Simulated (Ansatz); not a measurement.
Relaxed PbS (rock salt):

```
CELL_PARAMETERS angstrom
      0.00000     2.98725     2.98725
      2.98725     0.00000     2.98725
      2.98725     2.98725     0.00000
ATOMIC_POSITIONS crystal
  S  0.00000 0.00000 0.00000
  Pb 0.50000 0.50000 0.50000
```

Method: r2SCAN (plane waves to 500 eV, PAW, scalar-relativistic; Ansatz, a program for electronic structure). k mesh 8×8×8 (Γ-centred), Fermi-Dirac smearing 0.05 eV. PbS was relaxed with its symmetry unable to fall. Spin-orbit coupling is left out, though Pb is heavy.

One atom of the cell was then moved (with its periodic images), all else fixed, and the forces (eV/Å) came out as:

| atom | Fx | Fy | Fz |
|---|---|---|---|
| S1 | 0.213 | 0.000 | 0.000 |
| Pb2 | -0.213 | 0.000 | 0.000 |

With two atoms only their relative shift counts; take S1 as fixed.

Problem. Which atom was moved, and by which vector (Å)?

Solution. Pb2, by (0.24, 0.00, 0.00), 0.24 Å in all.

(For displaced atoms, the force is minus the slope of the energy, and its curvature is a force constant, which sets phonon frequencies.)
